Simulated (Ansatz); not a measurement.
## Equation of state of ZrC

A database entry relaxed whole under r2SCAN (Fm-3m):

```
Zr C
1.0
     0.00000    2.35610    2.35610
     2.35610    0.00000    2.35610
     2.35610    2.35610    0.00000
Zr C
1 1
Direct
  0.50000 0.50000 0.50000
  0.00000 0.00000 0.00000
```

The cell was scaled uniformly, its shape held, and the atoms relaxed at each volume with plane-wave PAW DFT (Ansatz 0.2.0; r2SCAN, 500 eV, 12×12×12 Γ-centred mesh, fermi-dirac occupations of width 0.100 eV; no spin, no spin-orbit coupling). One row is withheld.

```csv
volume (Å³/atom),energy over the lowest (meV/atom),pressure (GPa)
12.295,37.1,16.01
12.556,15.9,10.11
12.818,?,?
13.079,0.0,-0.06
13.341,3.7,-4.43
13.602,14.2,-8.39
13.864,30.9,-11.97
```

Task: Fit the pressures of the other rows to the third-order Birch-Murnaghan form.

Result: With f = [(V₀/V)^(2/3) − 1]/2 and P = 3B₀f(1 + 2f)^(5/2)[1 + 3(B₀′ − 4)f/2], least squares gives V₀ = 13.08 Å³ an atom, B₀ = 230 GPa and B₀′ = 4.0; the rows miss the fit by less than 0.01 GPa. The slope of the energies differs from these pressures by less than 0.05 GPa.

Task: What does the withheld row hold?

Result: The fit gives 4.77 GPa at 12.818 Å³; the run gave 4.77 GPa and 3.8 meV an atom.

Caveats: the shape of the cell was held; 0 K, fixed nuclei; the symmetry was kept, and this need not be the phase that is stable at 0 K; one mesh for all volumes; pressure is positive in compression.
